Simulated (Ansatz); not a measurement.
## Data sheet: CdAg (DFT)

CdAg:
```
CdAg
1.0
    3.34602     0.00000     0.00000
    0.00000     3.34602     0.00000
    0.00000     0.00000     3.34602
Ag Cd
1 1
Direct
  0.00000   0.00000   0.00000
  0.50000   0.50000   0.50000
```

Space group Pm-3m (No. 221), CsCl type; conventional cell a = b = c = 3.3460 Å, α = β = γ = 90.00°.

Method: DFT-r²SCAN in the program Ansatz with PAW potentials. Structure relaxed to zero pressure with the same functional. Other levels are named where they apply.

### Cell and energy

| Property | Value |
|---|---|
| Volume per atom | 18.73 Å³ |
| Density | 9.76 g/cm³ |
| Formation energy from the elements (no fitted shifts) | -0.065 eV/atom |

### Electronic structure

| Property | Value |
|---|---|
| Electronic character | metallic (no gap) |
| Density of states at the Fermi level | 0.25 states/eV per atom (mean over ±0.08 eV) |
| Gap with spin–orbit coupling | none (metallic) |

### Mechanics

| Item | Value |
|---|---|
| Bulk modulus (Birch–Murnaghan fit) | 86.8 GPa |
| Pressure derivative B′ | 5.7 |

### Charges

| Property | Result |
|---|---|
| Bader charges | Ag -0.24, Cd +0.24 e |

The workflow started from an entry of the Crystallography Open Database (COD). Its standing as an ambient phase is unchecked. Symmetry was held in the r²SCAN relaxation; its stability against distortions is not shown here. No spin polarisation was allowed. The references are the lowest solids computed at this level, not always the standard phases. Spin–orbit coupling is left out wherever it is not named.

Potentials: the later of the program's two PAW sets.
